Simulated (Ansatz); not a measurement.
Relaxed SiC (wurtzite):

```xyz
4
Lattice="3.0759 0.0000 0.0000 -1.5380 2.6638 0.0000 0.0000 0.0000 5.0477" Properties=species:S:1:pos:R:3 pbc="T T T"
Si     1.5380     0.8879     0.0026
Si     0.0000     1.7759     2.5264
C      1.5380     0.8879     3.1532
C      0.0000     1.7759     0.6294
```

Method: PBEsol (plane waves to 420 eV, PAW, scalar-relativistic; Ansatz, a program for electronic structure). k mesh 10×10×5 (Γ-centred), Fermi-Dirac smearing 0.05 eV. SiC was relaxed with its symmetry unable to fall.

One atom of the cell was then moved (with its periodic images), all else fixed, and the forces (eV/Å) came out as:

| atom | Fx | Fy | Fz |
|---|---|---|---|
| Si1 | 0.097 | -0.056 | 0.526 |
| Si2 | -4.431 | 2.558 | -2.212 |
| C3 | 4.007 | -2.313 | 1.213 |
| C4 | 0.327 | -0.189 | 0.473 |

Q: Which atom was moved, and by which vector (Å)?

A: Si2, by (0.16, -0.09, 0.06), 0.19 Å in all.

(A displaced cell: forces are minus the slopes of the energy, force constants its curvatures, and phonons follow from these.)
